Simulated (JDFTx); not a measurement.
- surface: Zn(1 0 -1 0)
- bulk: Zn, P6_3/mmc, lattice of mp-79 (not re-optimised)
- slab: 8 atoms in 8 planes, 1x1, 7.7 Å between the outermost planes
- in-plane cell: 2.614 × 4.873 Å, 12.74 Å²
- cell height: 23.5 Å
- sampling: 8×4×1 k mesh, Fermi smearing 0.01 Ha, no spin polarisation

All numbers are PBE, GBRV ultrasoft potentials, plane waves to 20/100 Ha results from a modified build of JDFTx, not measurements. Liquid on both sides: CANDLE, water, 1 M NaF; nuclei fixed, outer atoms relaxed in vacuum. U vs SHE = −μ/e − 4.44 V throughout (conventional absolute potential of the hydrogen electrode). The model has bare, unreconstructed faces and no explicit solvent. At negative charge CANDLE's numbers also depend on the cell height, by up to tenths of a volt.

| U (V vs SHE) | μ (eV) | excess electrons per cell | σ (μC/cm², per face) | run |
|---|---|---|---|---|
| -0.75 | -3.69 | 0.086 | -5.4 | fixed potential |
| -0.47 | -3.97 | 0.000 | 0.0 | neutral |
| -0.15 | -4.29 | [?] | [?] | fixed potential |

**Question.** Fill in the missing entries, row by row.

**Answer.** 
- -0.15, excess electrons per cell: -0.066
- -0.15, σ (μC/cm², per face): 4.1
